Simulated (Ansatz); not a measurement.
**SnSe2 (CdI2 type): gap against strain (epitaxial in the xy plane)**

SnSe2, CdI2 type, relaxed with r2SCAN+rVV10 in Ansatz, then strained (epitaxial in the xy plane; changes of length per length, axes as in the cell below) with the atoms relaxed again within the symmetry that is left. It is trigonal, P-3m1 (No. 164); a = 3.825 Å, c = 6.227 Å in the conventional setting, 26.30 Å³ an atom. Sn has 6 Se at 2.71 Å; Se has 3 Sn at 2.71 Å. Spin-unpolarised throughout; all numbers are computed.

```
Sn Se
1.0
     3.82515    0.00000    0.00000
    -1.91257    3.31268    0.00000
     0.00000    0.00000    6.22708
Sn Se
1 2
Direct
  0.00000 0.00000 0.00000
  0.33333 0.66667 0.25308
  0.66667 0.33333 0.74692
```

Gaps are the least over each mesh (PBE 12×12×4, r2SCAN 12×12×4, HSE06 6×6×4 when unstrained) and the special points, which keep their unstrained names.

```csv
strain (%),free normal strain (%),"gap, PBE (eV)","gap, r2SCAN (eV)","gap, HSE06 (eV)","edges, HSE06"
-4.0,+3.22,0.378,0.680,1.018,"(-0.109, 0.109, 0.188) → (0, -0.477, -0.398)"
-3.0,+2.53,0.459,0.758,1.098,"(-0.120, 0.120, 0.174) → (0, 0.471, 0.383)"
-2.0,+1.81,0.530,0.827,1.167,"(0, 0.130, -0.161) → (0, 0.469, 0.370)"
-1.0,+0.97,0.591,0.886,1.227,"(0, 0.141, -0.151) → (0, 0.464, 0.357)"
0.0,0.00,0.669,0.956,1.337,"Γ–K (0.25) → (1/2, 0, 0.350)"
+1.0,-0.87,0.561,0.840,1.226,"Γ–K (0.23) → (0, 0.453, 1/3)"
+2.0,-1.89,0.476,0.746,1.137,"Γ–K (0.20) → (0, 0.445, 0.323)"
+3.0,-2.98,0.370,–,1.068,Γ–K (0.16) → Γ
+4.0,-4.21,0.138,0.482,0.807,Γ–K (0.14) → Γ
+5.0,-5.46,–,0.234,0.549,Γ–K (0.12) → Γ
```

Between zero and the nearest strains the slope of the HSE06 gap against strain is +0.110 eV per percent for negative and -0.111 for positive strain; it falls either way, as happens when edge states split or other valleys take over.

Spin-orbit coupling is left out, which matters wherever the heavy atoms make up the band edges.

Where an edge lies off the special points, it is a point of the mesh or the k point where a search put PBE's edge or least direct gap, reused for the other functionals, whose own edges may lie a little apart.

Coordinates of k points refer to the reciprocal vectors of the primitive cell of the runs.

The meshes of the hybrids are coarse, so their gaps aren't converged to the digits shown.
